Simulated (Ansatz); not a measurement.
The relaxed structure here is a generated cell of InSe: the first start was made by placing the elements on the sites of a structure type, and the end was not matched to a known phase here, so it may be hypothetical. Known forms of InSe include space group No. 194.

A structure of InSe relaxed with PBEsol (plane waves to 420 eV, PAW, scalar-relativistic; Ansatz, a first-principles code); single points at other levels follow on the same geometry (Ansatz, PAW; HSE06 at 420 eV on a 4×4×6 k-mesh; no spin-orbit coupling). Space group P4₂/m (No. 84).

```cif
data_In4Se4
_chemical_formula_sum 'Se4 In4'
_space_group_name_H-M_alt 'P 1'
_space_group_IT_number 1
_cell_length_a 8.40346
_cell_length_b 8.40346
_cell_length_c 4.06302
_cell_angle_alpha 90.000
_cell_angle_beta 90.000
_cell_angle_gamma 90.000
loop_
_space_group_symop_operation_xyz
  'x, y, z'
loop_
_atom_site_label
_atom_site_type_symbol
_atom_site_fract_x
_atom_site_fract_y
_atom_site_fract_z
_atom_site_occupancy
Se1 Se 0.21081 0.26053 0.00000 1
Se2 Se 0.73947 0.21081 0.50000 1
Se3 Se 0.26053 0.78919 0.50000 1
Se4 Se 0.78919 0.73947 0.00000 1
In1 In 0.33604 0.97173 0.00000 1
In2 In 0.97173 0.66396 0.50000 1
In3 In 0.02827 0.33604 0.50000 1
In4 In 0.66396 0.02827 0.00000 1
```

```csv
level,gap (eV),kind,conduction minimum
PBEsol,0.45,indirect,R
HSE06,(withheld),–,(withheld)
```

Problem. Some entries are withheld; supply them.

Solution. 
- HSE06, gap (eV): 1.05
- HSE06, conduction minimum: R

HSE06 gaps come from a coarse mesh plus a few chosen points, so they may be too large. No spin polarisation in the result.

It was reached from a disturbed copy of a P4₂/mnm (No. 136) cell (AFLOW prototype AB_tP8_136_g_f (as in BeO)), against which it lies -0.08 eV/atom.
